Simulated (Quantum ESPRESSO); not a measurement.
# One change at a time to Sn4W4

Calculated results; nothing here was measured. They come from Quantum ESPRESSO 7.5, a public plane-wave density functional program. Each row is one single-point run on a made-up periodic cell of eight metal atoms, with elements, volume, strain and displacements drawn at random and not relaxed, so a cell may be unstable or far from any real phase. There is no spin polarisation or spin-orbit coupling.

Settings: PBE unless stated; PseudoDojo standard norm-conserving files; Fermi-Dirac width 0.25 eV, which means electrons at about 2900 K; cutoff 1007 eV; 8 x 5 x 3 k mesh shifted half a step off Gamma. E is the free energy of the whole cell (internal energy minus TS), so a -TS column is already part of it. Stress is positive in tension, and the pressure P is minus a third of its trace.

Checks: one run of this series was repeated at a higher cutoff and on a denser mesh, which moved values by no more than 0.006 eV, 0.05 GPa and 0.006 eV/Å, and a second program with other atomic files agreed on it to 2 % rms in force and 0.5 GPa in pressure. Known limits: the tin pseudopotential is less sure than most, with forces differing by about three percent from a second method on plain tin; heavy elements are run without spin-orbit coupling, which real alloys of them have; a spin test at this wide smearing found no moment, but such smearing suppresses magnetism that the real alloy may have.

The lattice is face-centred cubic, and the cell vectors in Å are (0.040, -2.215, -2.237); (2.205, 4.329, -2.176); (8.675, -4.326, 4.211), a volume of 168.05 Å³ in run 1. The elements on sites 1 to 8 are W Sn W Sn Sn W Sn W. Each later run makes one change to run 1 and keeps the rest. E is counted from run 1, and is n/a where other atomic files have another zero of energy.

| run | change | V (Å³) | P (GPa) | -TS (eV) | rms force (eV/Å) | largest change of a force component (eV/Å) | E (eV) |
|---|---|---|---|---|---|---|---|
| 1 | none | 168.05 | -12.84 | -1.449 | 0.563 | 0.000 | 0.000 |
| 2 | sites 1 and 7 exchanged | 168.05 | -12.83 | -1.526 | 0.457 | 0.837 | 0.291 |
| 3 | all lengths scaled by +1.76 % | 177.09 | -17.09 | -1.559 | 0.551 | 0.095 | ? |
| 4 | PBEsol in place of PBE | 168.05 | -17.51 | -1.454 | 0.570 | 0.030 | n/a |
| 5 | Zr on site 3 | 168.05 | -6.53 | -1.360 | 0.652 | 0.810 | n/a |
| 6 | site 7 moved by -0.15 Å along z | 168.05 | -12.65 | -1.454 | 0.672 | 0.711 | 0.114 |

## Worked estimate

Along a uniform scaling dE = -P dV. The mean of the two pressures is -14.965 GPa and the volume changes by 9.04 Å³, with 160.2 GPa to one eV/Å³. The same two rows give -V dP/dV = 81 GPa for this cell with clamped atoms, which is not the bulk modulus of a real alloy.

## Withheld value

Question: what E should run 3 give?

The estimate is 0.844 eV. The calculation gave 0.850 eV. The mean of two end points misses the curvature of P, and the finite cutoff adds a little.
